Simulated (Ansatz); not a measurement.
IrW:
```
CELL_PARAMETERS angstrom
      1.39169    -5.11584     0.00000
      1.39169     5.11584     0.00000
      0.00000     0.00000     4.34084
ATOMIC_POSITIONS crystal
  W  0.66311 0.33689 0.25000
  Ir 0.92406 0.07594 0.25000
  W  0.33689 0.66311 0.75000
  Ir 0.07594 0.92406 0.75000
```

This is the PBE-relaxed structure.

Problem. All from plane-wave PAW PBE (Ansatz code), unless another level is named. Predict the density of states at the Fermi level.

Solution. 1.1 states/eV per atom (mean over ±0.08 eV).

Problem. What about the formation energy from the elements (no fitted shifts)?

Solution. -0.13 eV/atom.

Space group Cmcm. The start of the workflow was typed in or built on a structure type; neither database checked (COD, Materials Project) lists it. COD files the formula under space group No. 51, so this cell is another polymorph or a model. Its standing as an ambient phase is unchecked. The PBE relaxation kept the symmetry of its start; its stability against distortions is not shown here. No spin polarisation was allowed. The references are the lowest solids computed at this level, not always the standard phases. Scalar-relativistic: spin–orbit coupling is off unless named, which matters more the heavier the elements.

Potentials: the earlier of the program's two PAW sets.
